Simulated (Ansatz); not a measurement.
NbTe2 in space group C2/m (No. 12; Pearson symbol mS18) at seven volumes, DFT-LDA in the program Ansatz with PAW potentials, shape and atoms relaxed at each. One row is withheld.

```
V (Å³/atom)  P (GPa)
-----------  -------
22.487          6.79
23.228          3.95
23.969          1.71
24.711          0.00
25.452             ?
26.193         -2.05
26.934         -2.47
```

Question: Fit the shown pressures and predict the withheld one.

Answer: P = (3/2)B₀(x^(7/2) − x^(5/2))[1 + (3/4)(B′ − 4)(x − 1)] with x = (V₀/V)^(2/3). Least squares on the six rows gives V₀ = 24.731 Å³/atom, B₀ = 46.2 GPa, B′ = 9.79. At V = 25.452, x = 0.9810 and P = -1.15 GPa. The run itself gave -1.24 GPa.

The workflow started from a Materials Project entry (that database holds measured and hypothetical structures alike); the Crystallography Open Database files this formula in space group No. 12, but the cells were not matched. Its standing as an ambient phase is unchecked. Symmetry was held in the LDA relaxation; whether a distortion lowers the energy is not shown. The run is not spin-polarised. A crystal of weakly bound layers computed without a dispersion correction: the cell and the soft elastic constants depend strongly on that. Scalar-relativistic: spin–orbit coupling is off unless named, which matters more the heavier the elements.

Potentials: the later of the program's two PAW sets.
